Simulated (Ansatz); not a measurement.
An elastic tensor (GPa, Voigt order, standard axes) from DFT-r²SCAN in the program Ansatz with PAW potentials:

|  | 1 | 2 | 3 | 4 | 5 | 6 |
|---|---|---|---|---|---|---|
| 1 | 129 | 58.8 | 44.9 | 4.3 | 0.0 | 0.0 |
| 2 | 58.8 | 129 | 44.9 | -4.3 | 0.0 | 0.0 |
| 3 | 44.9 | 44.9 | 150 | 0.0 | 0.0 | 0.0 |
| 4 | 4.3 | -4.3 | 0.0 | 30.1 | 0.0 | 0.0 |
| 5 | 0.0 | 0.0 | 0.0 | 0.0 | 30.1 | 4.3 |
| 6 | 0.0 | 0.0 | 0.0 | 0.0 | 4.3 | 35.2 |

Problem. Which of these materials gives this?
(A) ZnCdO2, P3m1 (Zn on 1a, Cd on 1c, O on 1c, O on 1a)
(B) ZnS, R3m (Pearson symbol hR6)
(C) InGaN2, P3m1 (In on 1a, Ga on 1c, N on 1c, N on 1a)

Solution. B, ZnS, R3m (Pearson symbol hR6)

The workflow started from a Materials Project entry (that database holds measured and hypothetical structures alike); the Crystallography Open Database files this formula in space group No. 160, but the cells were not matched. It is not the phase usual at ambient conditions (space group No. 186, 216). The cell was relaxed with r²SCAN under the symmetry of its start; whether a distortion lowers the energy is not shown.

Potentials: the later of the program's two PAW sets.
